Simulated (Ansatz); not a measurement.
Geometry optimisation in Ansatz: input, command and trajectory.

```yaml
crystal:
  lattice:
    - [3.1840115546, 0.0, 0.0]
    - [-1.5920057773, 2.7574348923, 0.0]
    - [0.0, 0.0, 4.9538047792]
  atoms:
    - { symbol: Fe, position: [0.3333333333, 0.6666666667, 0.245], spin: 0.29 }
    - { symbol: Fe, position: [0.6666666667, 0.3333333333, 0.755], spin: 0.29 }
    - { symbol: C, position: [0.0, 0.0, 0.0] }
    - { symbol: C, position: [0.3333333333, 0.6666666667, 0.645] }
    - { symbol: C, position: [0.6666666667, 0.3333333333, 0.355] }
basis:
  ecutwfc: 420
kpoints:
  mp_grid: { grid: [6, 6, 4] }
hamiltonian:
  xc: pbe
scf:
  occupations: { method: gaussian, width: 0.1 }
  lower_state_search: "off"
output:
  forces: true
  stress: true
  eigenvalues: true
  populations: true
magnetization:
  spin_polarized: true
relax:
  adjacent_minimum: "off"
  f_tol: 0.04
  max_steps: 70
  cell: { stress_tol: 0.4 }
```

```bash
ansatz run input.yaml --threads 1 --pin off --max-ram 2560MiB --backend cpu --events-out ev --progress --plain --runs-dir out
```

Theory: DFT PBE, scalar-relativistic, plane waves, PAW in Ansatz.

Of 20 frames 10 are shown, positions in Å and forces in eV/Å; the SCF threshold varies from step to step. Steps run on the plane waves of an earlier cell, with a Pulay correction in the pressure. The basis is chosen afresh for the last frame, the zero of the energies, and at times for earlier ones too; energy and pressure step there, also at an unchanged geometry. Here that happened at steps 12 (-66 meV/atom, 8.4 GPa), 18 (-3 meV/atom, 0.5 GPa); the frames before carry an error of that size. The mark taken_back stands on steps that the optimiser undid.

```xyz
5
Lattice="3.1840 0.0000 0.0000 -1.5920 2.7574 0.0000 0.0000 0.0000 4.9538" Properties=species:S:1:pos:R:3:forces:R:3 pbc="T T T" step=1 free_energy_over_end_meV_per_atom=858.65 pressure_GPa=-14.51
Fe    0.0000    1.8383    1.2137    0.0000    0.0000    0.5074
Fe    1.5920    0.9191    3.7401    0.0000    0.0000   -0.5074
C     0.0000    0.0000    0.0000    0.0000    0.0000    0.0000
C     0.0000    1.8383    3.1952    0.0000    0.0000   -0.9864
C     1.5920    0.9191    1.7586    0.0000    0.0000    0.9864
5
Lattice="2.9597 0.0000 0.0000 -1.4799 2.5632 0.0000 0.0000 0.0000 5.2072" Properties=species:S:1:pos:R:3:forces:R:3 pbc="T T T" step=3 free_energy_over_end_meV_per_atom=692.72 pressure_GPa=3.58
Fe    0.0000    1.7088    1.2522    0.0000    0.0000   -1.9754
Fe    1.4799    0.8544    3.9550    0.0000    0.0000    1.9754
C     0.0000    0.0000    0.0000    0.0000    0.0000    0.0000
C     0.0000    1.7088    3.1386    0.0000    0.0000   -1.0880
C     1.4799    0.8544    2.0686    0.0000    0.0000    1.0880
5
Lattice="2.6685 0.0000 0.0000 -1.3342 2.3110 0.0000 0.0000 0.0000 5.5993" Properties=species:S:1:pos:R:3:forces:R:3 pbc="T T T" step=5 free_energy_over_end_meV_per_atom=298.14 pressure_GPa=29.69
Fe    0.0000    1.5406    1.1196    0.0000    0.0000   -2.6569
Fe    1.3342    0.7703    4.4797    0.0000    0.0000    2.6569
C     0.0000    0.0000    0.0000    0.0000    0.0000    0.0000
C     0.0000    1.5406    2.9657    0.0000    0.0000    0.5413
C     1.3342    0.7703    2.6337    0.0000    0.0000   -0.5413
5
Lattice="2.6948 0.0000 0.0000 -1.3474 2.3338 0.0000 0.0000 0.0000 6.0817" Properties=species:S:1:pos:R:3:forces:R:3 pbc="T T T" step=7 free_energy_over_end_meV_per_atom=146.86 pressure_GPa=-11.94
Fe    0.0000    1.5559    1.1163    0.0000    0.0000   -0.2215
Fe    1.3474    0.7779    4.9653    0.0000    0.0000    0.2215
C     0.0000    0.0000    0.0000    0.0000    0.0000    0.0000
C     0.0000    1.5559    3.1793    0.0000    0.0000   -0.7512
C     1.3474    0.7779    2.9023    0.0000    0.0000    0.7512
5
Lattice="2.6298 0.0000 0.0000 -1.3149 2.2775 0.0000 0.0000 0.0000 6.2076" Properties=species:S:1:pos:R:3:forces:R:3 pbc="T T T" step=9 free_energy_over_end_meV_per_atom=113.00 pressure_GPa=1.59
Fe    0.0000    1.5183    1.1142    0.0000    0.0000    0.0792
Fe    1.3149    0.7592    5.0935    0.0000    0.0000   -0.0792
C     0.0000    0.0000    0.0000    0.0000    0.0000    0.0000
C     0.0000    1.5183    3.1401    0.0000    0.0000   -0.1952
C     1.3149    0.7592    3.0675    0.0000    0.0000    0.1952
5
Lattice="2.6395 0.0000 0.0000 -1.3198 2.2859 0.0000 0.0000 0.0000 6.2497" Properties=species:S:1:pos:R:3:forces:R:3 pbc="T T T" step=12 free_energy_over_end_meV_per_atom=44.05 pressure_GPa=8.61
Fe    0.0000    1.5239    1.1003    0.0000    0.0000   -0.1311
Fe    1.3198    0.7620    5.1494    0.0000    0.0000    0.1311
C     0.0000    0.0000    0.0000    0.0000    0.0000    0.0000
C     0.0000    1.5239    3.0945    0.0000    0.0000    0.0986
C     1.3198    0.7620    3.1552    0.0000    0.0000   -0.0986
5
Lattice="2.6159 0.0000 0.0000 -1.3079 2.2654 0.0000 0.0000 0.0000 6.7405" Properties=species:S:1:pos:R:3:forces:R:3 pbc="T T T" step=14 free_energy_over_end_meV_per_atom=62.23 pressure_GPa=0.40 taken_back
Fe    0.0000    1.5103    1.1070    0.0000    0.0000    0.3485
Fe    1.3079    0.7551    5.6335    0.0000    0.0000   -0.3485
C     0.0000    0.0000    0.0000    0.0000    0.0000    0.0000
C     0.0000    1.5103    3.1226    0.0000    0.0000    2.6873
C     1.3079    0.7551    3.6180    0.0000    0.0000   -2.6873
5
Lattice="2.6156 0.0000 0.0000 -1.3078 2.2652 0.0000 0.0000 0.0000 6.6835" Properties=species:S:1:pos:R:3:forces:R:3 pbc="T T T" step=16 free_energy_over_end_meV_per_atom=3.08 pressure_GPa=-0.14
Fe    0.0000    1.5101    1.1308    0.0000    0.0000    0.0125
Fe    1.3078    0.7551    5.5527    0.0000    0.0000   -0.0125
C     0.0000    0.0000    0.0000    0.0000    0.0000    0.0000
C     0.0000    1.5101    3.2011    0.0000    0.0000    0.1605
C     1.3078    0.7551    3.4824    0.0000    0.0000   -0.1605
5
Lattice="2.6161 0.0000 0.0000 -1.3080 2.2656 0.0000 0.0000 0.0000 6.6747" Properties=species:S:1:pos:R:3:forces:R:3 pbc="T T T" step=18 free_energy_over_end_meV_per_atom=0.06 pressure_GPa=0.22
Fe    0.0000    1.5104    1.1327    0.0000    0.0000   -0.0141
Fe    1.3080    0.7552    5.5420    0.0000    0.0000    0.0141
C     0.0000    0.0000    0.0000    0.0000    0.0000    0.0000
C     0.0000    1.5104    3.2067    0.0000    0.0000    0.0150
C     1.3080    0.7552    3.4680    0.0000    0.0000   -0.0150
5
Lattice="2.6147 0.0000 0.0000 -1.3073 2.2644 0.0000 0.0000 0.0000 6.6896" Properties=species:S:1:pos:R:3:forces:R:3 pbc="T T T" step=20 free_energy_over_end_meV_per_atom=0.00 pressure_GPa=0.02
Fe    0.0000    1.5096    1.1343    0.0000    0.0000    0.0091
Fe    1.3073    0.7548    5.5553    0.0000    0.0000   -0.0091
C     0.0000    0.0000    0.0000    0.0000    0.0000    0.0000
C     0.0000    1.5096    3.2148    0.0000    0.0000   -0.0034
C     1.3073    0.7548    3.4748    0.0000    0.0000    0.0034
```

The start puts this composition into another compound's structure type, which needn't suit it. At the end the space group is P-3m1 (tolerance 0.05 Å).

Time: 2.3 min on 1 thread of Arm Neoverse V1, on a shared host, peak memory 0.34 GiB.

The k mesh is coarse.